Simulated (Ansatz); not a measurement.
Ansatz (a first-principles code) input:

Ansatz 0.2 input:
```yaml
crystal:
  lattice:
    - [-1.9860774935, 1.9860774935, 5.0899123595]
    - [1.9860774935, -1.9860774935, 5.0899123595]
    - [1.9860774935, 1.9860774935, -5.0899123595]
  atoms:
    - { symbol: Sn, position: [0.75, 0.25, 0.5] }
    - { symbol: Sn, position: [0.0, 0.0, 0.0] }
    - { symbol: O, position: [0.7969897064, 0.7969897064, 0.0] }
    - { symbol: O, position: [0.5469897064, 0.0469897064, 0.5] }
    - { symbol: O, position: [0.9530102936, 0.4530102936, 0.5] }
    - { symbol: O, position: [0.2030102936, 0.2030102936, 0.0] }
kpoints:
  mp_grid: { grid: [10, 10, 10] }
hamiltonian:
  xc: lda
  pseudopotentials: { kind: paw }
scf:
  occupations: { method: fixed }
phonons:
  method: dfpt
  response_accuracy: low
  eigenvectors: true
  rigid_motions: translations
  dielectric: true
```

Output (shortened):

```
zone centre: on kpoints.mp_grid the ground state, and the responses unless they are solved on pairs of k-points, stand on 504 of the mesh's 1000 k-points, …
Pseudopotentials: kind: paw
Pseudopotential: Sn, paw, valence charge 14
Pseudopotential: O, paw, valence charge 6
Functional definition: SPW92
Crystal: 6 atoms, lattice volume = 80.309 Å³
Basis set: ecut = 420 eV, 1589 PW (Γ), exchange–correlation on 80×80×80 points (8 copies of the dense FFT grid, shifted against one another)
Bands: 32, of which v1, the nominal top of the filled ones, is band 26 counted from 1 (25 counted from 0)
Symmetry: 16 space group operations
k-points: 504 of 1000 (irreducible under 1 space group operation, time reversal used)
PAW frozen core: Sn, regenerated for the run's functional, and the local potential with it
PAW frozen core: O, regenerated for the run's functional, and the local potential with it
Initial wavefunctions: pseudopotential atomic-orbital guess
Eigensolver: davidson
Functional: x = slater, c = lda
SCF iter   1: F=—  HF=-13979.873331 eV  |F-HF|=—  |Δ(HF+E_count)|=         —  Δρ=1.62e-2  dr2=1.78e-1  ethr=1.77e-3  ⟨swp⟩=4.3  Hψ=61077  notcnv=0  defer=2012
all-band conjugate gradients solve this SCF's bands
preconditioner: auto → Resta (q_TF=auto, 2.538 Å⁻¹)
SCF iter   2: F=—  HF=-13979.822927 eV  |F-HF|=—  |Δ(HF+E_count)|=   5.04e-2  Δρ=4.32e-3  dr2=5.85e-3  ethr=3.43e-4  ⟨swp⟩=2.3  Hψ=26438  notcnv=0  defer=2016
SCF iter   3: F=—  HF=-13979.820924 eV  |F-HF|=—  |Δ(HF+E_count)|=   2.00e-3  Δρ=1.86e-3  dr2=1.62e-3  ethr=1.13e-5  ⟨swp⟩=2.0  Hψ=28779  notcnv=0  defer=2016
SCF iter   4: F=—  HF=-13979.820429 eV  |F-HF|=—  |Δ(HF+E_count)|=   4.94e-4  Δρ=3.23e-4  dr2=8.54e-5  ethr=3.12e-6  ⟨swp⟩=3.0  Hψ=29060  notcnv=0  defer=2014
SCF iter   5: F=—  HF=-13979.820431 eV  |F-HF|=—  |Δ(HF+E_count)|=   2.27e-6  Δρ=7.86e-5  dr2=5.76e-6  ethr=1.64e-7  ⟨swp⟩=2.1  Hψ=21202  notcnv=0  defer=965
SCF iter   6: F=—  HF=-13979.820433 eV  |F-HF|=—  |Δ(HF+E_count)|=   1.89e-6  Δρ=1.61e-5  dr2=1.67e-7  ethr=1.11e-8  ⟨swp⟩=2.7  Hψ=22713  notcnv=0  defer=950
SCF iter   7: F=—  HF=-13979.820433 eV  |F-HF|=—  |Δ(HF+E_count)|=   5.29e-7  Δρ=2.22e-6  dr2=3.07e-9  ethr=3.21e-10  ⟨swp⟩=2.7  Hψ=26339  notcnv=0  defer=950
SCF iter   8: F=-13979.820433 eV  HF=-13979.820433 eV  |F-HF|=1.46e-11  |Δ(HF+E_count)|=  9.09e-11  Δρ=2.84e-7  dr2=6.55e-11  ethr=1.00e-12  ⟨swp⟩=11.9  Hψ=121153  notcnv=0
SCF 1 converged in 8 iterations: F = -13979.820433 eV  dr2 = 6.55e-11
NSCF: frozen V_eff on 4 k-points
DFPT response loops at Γ: preconditioner auto → Resta (q_TF=auto, 2.538 Å⁻¹)  ε∞=5.9 (no band partly filled) …
the response loops of the zone centre start from zero, take more passes and end by a threshold …
── the response to a field inside a basis, on 10×10×10 k-points: an SCF that follows is theirs, and a resumed run solves both again ──
Crystal: 6 atoms, lattice volume = 80.309 Å³
Bands: 27, of which v1, the nominal top of the filled ones, is band 26 counted from 1 (25 counted from 0)
k-points: 99 of 1000
Initial density: handed on by an earlier stage of this run
Initial wavefunctions: pseudopotential atomic-orbital guess (no wavefunctions were taken with the density)
Eigensolver: Dense (99 Hₖ)
SCF iter   1: F=—  HF=-13979.799780 eV  |F-HF|=—  |Δ(HF+E_count)|=         —  Δρ=5.90e-4  dr2=5.27e-5  ethr=1.00e-1
all-band conjugate gradients don't solve this SCF's bands (scf.eigensolver.kind)
preconditioner: auto → Resta (q_TF=auto, 2.538 Å⁻¹)
SCF iter   2: F=—  HF=-13979.799759 eV  |F-HF|=—  |Δ(HF+E_count)|=   2.14e-5  Δρ=2.55e-4  dr2=1.47e-5  ethr=1.01e-7
SCF iter   3: F=—  HF=-13979.799754 eV  |F-HF|=—  |Δ(HF+E_count)|=   4.51e-6  Δρ=9.32e-5  dr2=1.36e-6  ethr=2.82e-8
SCF iter   4: F=-13979.799753 eV  HF=-13979.799754 eV  |F-HF|=5.30e-9  |Δ(HF+E_count)|=   6.02e-7  Δρ=4.90e-6  dr2=2.11e-8  ethr=2.61e-9
SCF 1 converged in 4 iterations: F = -13979.799753 eV  dr2 = 2.11e-8
DFPT response loops at Γ: preconditioner auto → Resta (q_TF=auto, 2.538 Å⁻¹)  ε∞=5.8 (no band partly filled) …
SCF converged after 8 iterations
Free energy (F): -13979.820433 eV
Harris-Foulkes:  -13979.820433 eV  (|F-HF|=1.46e-11)
Internal energy: -13979.820433 eV  (E = F + TS)
E sigma→0 (E₀):  -13979.820433 eV
Fermi energy:    6.884744 eV
--- Per-component energies (eV) ---
  E_band       = -223.454357
  E_kinetic    = 1080.966305
  E_local      = -3538.136455  (includes V_loc(G=0)·N_el)
  E_nonlocal   = 151.055617
  E_hartree    = 1770.533445
  E_xc         = -1041.508134
  E_vxc        = -563.770587  (∫ρ·V_xc dr)
  E_paw        = -8602.622908  (= ΣΔE_a)
  E_vpaw       = -894.646098  (= ΣTr[D̂ρ^β])
  E_aug_tail   = 0.010068  (compensation charges beyond the density's cutoff)
  E_ewald      = -3801.355853
  E_core_change = 1.237482  (= ΣΔE_core)
  E_smearing   =  0.000000  (= −TS)
  E_closure    = 0.000000  (closes the sum)
  Σ components = -13979.820433   (vs F -13979.820433, Δ=0.00e0)
  [band-id]    e_kinetic+e_local+e_nonlocal+2·e_hartree+e_vxc+e_vpaw+e_augmentation_tail = -223.454260   (vs E_band -223.454357, Δ=9.66e-5)
--- Band table (eV; the first three rows and the last of 504) ---
  k-point 0: bands = ["-13.4175", "-13.3917", "-13.2451", "-12.6798", "-12.5560", "-12.5560", "-12.3939", "-12.3817", "-12.3817", "-12.3466", "-11.4315", "-8.5778", "-7.8216", "-7.5436", "1.8010", "2.0165", "2.0165", "2.7086", "3.3585", "3.3585", "5.2073", "5.8139", "6.2086", "6.2086", "6.4914", "6.4914", "8.6199", "12.5409", "16.0001", "16.5888", "16.6471", "18.5153"]
  k-point 1: bands = ["-13.3975", "-13.3459", "-13.2014", "-12.7078", "-12.5587", "-12.5482", "-12.3960", "-12.3958", "-12.3874", "-12.3483", "-11.2968", "-8.6653", "-7.8467", "-7.7204", "0.7447", "2.2890", "2.3641", "2.8759", "3.1135", "3.9948", "5.4273", "5.6938", "5.8188", "6.2364", "6.3377", "6.5489", "9.2846", "12.6085", "16.2088", "16.6096", "16.6444", "17.8592"]
  k-point 2: bands = ["-13.3428", "-13.2165", "-13.0772", "-12.7850", "-12.5671", "-12.5262", "-12.4092", "-12.4032", "-12.4006", "-12.3556", "-10.9349", "-8.8998", "-8.1699", "-7.9433", "-0.2276", "1.8865", "2.1585", "3.0066", "4.2090", "4.9970", "5.0688", "5.3700", "5.9251", "5.9331", "6.3094", "6.6799", "10.5778", "12.8548", "16.4438", "16.5588", "16.6337", "16.8448"]
  k-point 503: bands = ["-13.5815", "-13.5815", "-12.7440", "-12.7440", "-12.6014", "-12.6014", "-12.3703", "-12.3703", "-12.3319", "-12.3319", "-10.5197", "-10.5197", "-7.2182", "-7.2182", "1.6097", "1.6097", "3.2450", "3.2450", "4.0523", "4.0523", "4.0821", "4.0821", "5.8410", "5.8410", "6.5995", "6.5995", "11.2593", "11.2593", "14.3455", "14.3455", "18.8664", "18.8664"]
  band table: 32 of 32 bands, residual norms ≤ 1.0e-3 eV
--- Phonons (Γ-DFPT): 5 representative perturbations + reference, on 504 of 1000 k-points (Σ response iterations 39) ---
  k mesh reduced under 1 symmetry operation, with k and −k counted as one. Each operation leaves every solved perturbation unchanged …
  ASR residual: 4.676e-4 → 0.000e0 eV/Å²; symmetrization residual: 3.021e-4 eV/Å²
  ASR residual per site (eV/Å²): 2.65e-4 2.65e-4 4.68e-4 4.68e-4 4.68e-4 4.68e-4
  Γ frequencies (cm⁻¹): 0.00 0.00 0.00 148.39 148.39 178.31 178.31 246.95 246.95 284.16 442.76 514.56 524.78 573.92 583.67 583.67 743.53 743.53
  ε∞ (high-frequency dielectric tensor):
        4.101562     0.000000     0.000000
        0.000000     4.101562     0.000000
        0.000000     0.000000     4.211951
  ε⁰ (static dielectric tensor: ions relaxed, cell fixed):
        9.831229     0.000000     0.000000
        0.000000     9.831229     0.000000
        0.000000     0.000000     8.499203
  ε⁰ − ε∞ (ionic part):
        5.729667     0.000000     0.000000
        0.000000     5.729667     0.000000
        0.000000     0.000000     4.287252
  softest optical mode at Γ: 148.39 cm⁻¹; the repairs (sum rule, projections) moved no ω² at Γ by more than (10.02 cm⁻¹)²
  Born effective charges Z* (e; rows j = field, columns β = displacement):
    site 0:
         4.14791    0.00000    0.00000
         0.00000    4.14791    0.00000
         0.00000    0.00000    4.15764
    site 1:
         4.14791    0.00000    0.00000
         0.00000    4.14791    0.00000
         0.00000    0.00000    4.15764
    site 2:
        -2.98737    0.00000    0.00000
         0.00000   -1.16054    0.00000
         0.00000    0.00000   -2.07882
    site 3:
        -1.16054    0.00000    0.00000
         0.00000   -2.98737    0.00000
         0.00000    0.00000   -2.07882
    site 4:
        -2.98737    0.00000    0.00000
         0.00000   -1.16054    0.00000
         0.00000    0.00000   -2.07882
    site 5:
        -1.16054    0.00000    0.00000
         0.00000   -2.98737    0.00000
         0.00000    0.00000   -2.07882
  Z* charge neutrality: 7.434e-3 e pre-enforcement
  solved inside a basis spanned on kpoints, on 10×10×10 k-points, its susceptibility summed on 14×14×18 …
  optical modes at Γ without the LO–TO term, one row a degenerate level:
      ω (cm⁻¹)  modes    IR ((D/Å)²/amu)
        148.39      2             0.0000
        178.31      2             0.0000
        246.95      2            16.2165
        284.16      1             0.0000
        442.76      1            31.6455
        514.56      1             0.0000
        524.78      1             0.0000
        573.92      1             0.0000
        583.67      2            56.4036
        743.53      2             0.0000
  optical modes at Γ + LO–TO along q̂ = [1.0000, 0.0000, 0.0000]:
      ω (cm⁻¹)  modes    IR ((D/Å)²/amu)
        148.39      2             0.0000
        178.31      2             0.0000
        246.95      1             8.1082
        284.16      1             0.0000
        302.15      1             2.5700
        442.76      1            31.6455
        514.56      1             0.0000
        524.78      1             0.0000
        573.92      1             0.0000
        583.67      1            28.2018
        738.56      1            33.7400
        743.53      2             0.0000
  optical modes at Γ + LO–TO along q̂ = [0.0000, 1.0000, 0.0000]:
      ω (cm⁻¹)  modes    IR ((D/Å)²/amu)
        148.39      2             0.0000
        178.31      2             0.0000
        246.95      1             8.1082
        284.16      1             0.0000
        302.15      1             2.5700
        442.76      1            31.6455
        514.56      1             0.0000
        524.78      1             0.0000
        573.92      1             0.0000
        583.67      1            28.2018
        738.56      1            33.7400
        743.53      2             0.0000
  optical modes at Γ + LO–TO along q̂ = [0.0000, 0.0000, 1.0000]:
      ω (cm⁻¹)  modes    IR ((D/Å)²/amu)
        148.39      2             0.0000
        178.31      2             0.0000
        246.95      2            16.2165
        284.16      1             0.0000
        514.56      1             0.0000
        524.78      1             0.0000
        573.92      1             0.0000
        583.67      2            56.4036
        628.94      1            31.6455
        743.53      2             0.0000
```

Cost: very roughly 40 core-minutes on shared cores.

Space group I4_1/amd (anatase). The workflow started from a Materials Project entry (that database holds measured and hypothetical structures alike); the Crystallography Open Database copy checked does not list it. It is not the phase usual at ambient conditions (space group No. 136). Symmetry was held in the LDA relaxation; whether a distortion lowers the energy is not shown. Scalar-relativistic: spin–orbit coupling is off unless named, which matters more the heavier the elements.

Potentials: the later of the program's two PAW sets.

Ansatz is a plane-wave DFT program.
